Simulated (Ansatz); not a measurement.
LiF (rock salt, Fm-3m), plane-wave PAW PBEsol (Ansatz code): ε∞ = 2.09, cell volume 16.09 Å³. Infrared-active transverse modes:

```tsv
ω_TO (cm⁻¹)	oscillator strength S_xx (e²/amu)
299.5	0.2162
```

Task: Compute the static dielectric constant.

Result: Each mode adds (4.921e7/V) S/ω²: 7.37. So ε0 = 9.46.

Task: What LO frequency does the Lyddane–Sachs–Teller relation give?

Result: ω_LO = ω_TO √(ε0/ε∞) = 637 cm⁻¹.

The PBEsol relaxation kept the symmetry of its start; of distortions, only those at the zone centre were tested.

Potentials: the later of the program's two PAW sets.
